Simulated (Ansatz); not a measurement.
**ScF3: moving Sc off its site**

ScF3, Pm-3m, a = 4.012 Å (as given, not relaxed at this level: -3.0 GPa). The structure is a COD entry; whether it is the stable form wasn't checked. Ansatz: LDA, PAW, 420 eV, Γ-centred 6×6×6 mesh on 4 atoms, Gaussian smearing 0.05 eV; no spin polarisation.

```
Sc F
1.0
     4.01245    0.00000    0.00000
     0.00000    4.01245    0.00000
     0.00000    0.00000    4.01245
Sc F
1 3
Cartesian
  0.0000 0.0000 0.0000
  2.0062 0.0000 0.0000
  0.0000 2.0062 0.0000
  0.0000 0.0000 2.0062
```

Atom 1 (Sc) moves by x along the unit vector (1.000, 0.000, 0.000), with its periodic images; all else is held. y is the free energy of the cell over the start, F the force along the path summed over the moved atoms. Symmetry makes y even in x.

```tsv
x (Å)	y (meV)	F (eV/Å)
-0.3000	?	?
-0.1500	107.7	1.61
0.0000	0.0	0.00
0.0375	6.0	-0.32
0.0750	24.5	-0.68
0.1125	57.4	-1.09
0.1875	179.6	-2.25
0.2250	278.7	-3.06
0.2625	411.7	-4.07
```

Task: Fit y = c2 x² + c4 x⁴ to the energies of the other rows, give the force constant, and predict energy and force of the missing row.

Result: Least squares on the rows shown. y = 4208.4 x² + 25630 x⁴. The force constant is 2 c2 = 8.42 eV/Å², for the cell as given, at -3.0 GPa (for all images moving together, not for a lone atom). The force −dy/dx at the missing row is 5.29 eV/Å (computed 5.32). At x = -0.3000 the fit asked for gives 586.4 meV. The run gave 586.9 meV, so the fit is 0.5 meV too low, a small miss on the scale of the series.